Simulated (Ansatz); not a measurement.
Relaxed-ion elastic tensor of Al (fcc (Cu type), Fm-3m) in GPa (Voigt order), r²SCAN+D4 (plane waves, PAW; program Ansatz); density 2.85 g/cm³, 15.70 Å³ per atom.

|  | 1 | 2 | 3 | 4 | 5 | 6 |
|---|---|---|---|---|---|---|
| 1 | 148 | 70.2 | 70.2 | 0.0 | 0.0 | 0.0 |
| 2 | 70.2 | 148 | 70.2 | 0.0 | 0.0 | 0.0 |
| 3 | 70.2 | 70.2 | 148 | 0.0 | 0.0 | 0.0 |
| 4 | 0.0 | 0.0 | 0.0 | 48.9 | 0.0 | 0.0 |
| 5 | 0.0 | 0.0 | 0.0 | 0.0 | 48.9 | 0.0 |
| 6 | 0.0 | 0.0 | 0.0 | 0.0 | 0.0 | 48.9 |

### Question
Is the crystal mechanically stable?

### Answer
Yes: the smallest eigenvalue of C is 48.9 GPa.

### Question
Work out the Voigt, Reuss and Hill averages.

### Answer
K_V = 96.0, K_R = 96.0, K_H = 96.0; G_V = 44.8, G_R = 44.3, G_H = 44.5 GPa.

### Question
Give Young's modulus, Poisson's ratio, Pugh's ratio and the universal anisotropy index.

### Answer
E = 9KG/(3K + G) = 116 GPa; ν = 0.30; K/G = 2.16 (ductile by the Pugh limit of 1.75); A_U = 5G_V/G_R + K_V/K_R − 6 = 0.06.

### Question
Estimate the sound speeds and the Debye temperature.

### Answer
v_l = √((K + 4G/3)/ρ) = 7380 m/s, v_t = √(G/ρ) = 3950 m/s, mean 4410 m/s; Θ = (h/k)(3n/4πV)^(1/3) v_m = 525 K.

### Question
Give the Zener ratio and Young's modulus along [100], [110] and [111].

### Answer
A = 2C44/(C11 − C12) = 1.26; 1/E = S11 − 2(S11 − S12 − S44/2)Γ with Γ = 0, 1/4, 1/3 gives 103, 119, 125 GPa.

### Question
Solve the Christoffel equation for the three sound speeds along [100], [110], [111].

### Answer
Eigenvalues of C_ijkl n_j n_l equal ρv². In km/s, slowest first: [100] 4.14, 4.14, 7.19; [110] 3.69, 4.14, 7.44; [111] 3.84, 3.84, 7.51.

The r²SCAN+D4 relaxation kept the symmetry of its start. The pairwise dispersion correction was not fitted to metals. As this level gives no gap, shear constants depend on the k-mesh and smearing (Fermi–Dirac, 0.1 eV here).

Potentials: the earlier of the program's two PAW sets.
